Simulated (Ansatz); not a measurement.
Relaxed-ion elastic tensor of TaCo (CsCl type, Pm-3m) in GPa (Voigt order), DFT-PBEsol in the program Ansatz with PAW potentials; density 14.26 g/cm³, 13.97 Å³ per atom.

```
 221   227   227   0.0   0.0   0.0
 227   221   227   0.0   0.0   0.0
 227   227   221   0.0   0.0   0.0
 0.0   0.0   0.0  60.2   0.0   0.0
 0.0   0.0   0.0   0.0  60.2   0.0
 0.0   0.0   0.0   0.0   0.0  60.2
```

Is the crystal mechanically stable?

No: the smallest eigenvalue of C is -5.8 GPa.

The workflow started from a Materials Project entry (that database holds measured and hypothetical structures alike); the Crystallography Open Database copy checked does not list it. Whether it is the stable phase at ambient conditions was not checked. The cell was relaxed with PBEsol under the symmetry of its start, as lowered by the spin order. At this level the phase is mechanically unstable. Spin order of the final state: antiferromagnetic, chosen from 4 collinear starts compared on coarse meshes (ties went to the first, and starts can fall back to one state), not a proven ground state. As this level gives no gap, shear constants depend on the k-mesh and smearing (Fermi–Dirac, 0.1 eV here). On the denser mesh and wider smearing of the elastic run this cell carries a stress of 0.4 GPa. Spin–orbit coupling is left out wherever it is not named.

Potentials: the later of the program's two PAW sets.
